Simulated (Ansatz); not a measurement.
A crystal relaxed with r2SCAN in Ansatz 0.2.0 has space group P4/mmm (No. 123) and a = 4.005 Å, c = 5.428 Å.

| atom | site | x | y | z |
| --- | --- | --- | --- | --- |
| Na | 1a | 0.0000 | 0.0000 | 0.0000 |
| Se | 1b | 0.0000 | 0.0000 | 0.5000 |
| Xx | 1d | 0.5000 | 0.5000 | 0.5000 |
| Se | 1c | 0.5000 | 0.5000 | 0.0000 |

r2SCAN gives a direct gap of 0.18 eV at Γ. The HSE06 gap is direct at Γ: 0.66 eV. Meshes: r2SCAN 6×6×6, HSE06 4×4×4.

Question: Which element is Xx?
A. Sc
B. La
C. Lu
D. Y

Answer: A. Xx is Sc: an ordered 4-atom cell of NaScSe2 on the rocksalt lattice (P4/mmm). Around Na lie 6 Se at 2.71–2.83 Å; around Se lie 2 Na at 2.71 Å and 4 Sc at 2.83 Å; around Sc lie 6 Se at 2.71–2.83 Å; around Se lie 2 Sc at 2.71 Å and 4 Na at 2.83 Å.

(Calculated; spin-unpolarised; the phase may be known or hypothetical.)

Spin-orbit coupling is left out.

The meshes of the hybrids are coarse, so their gaps aren't converged to the digits shown.
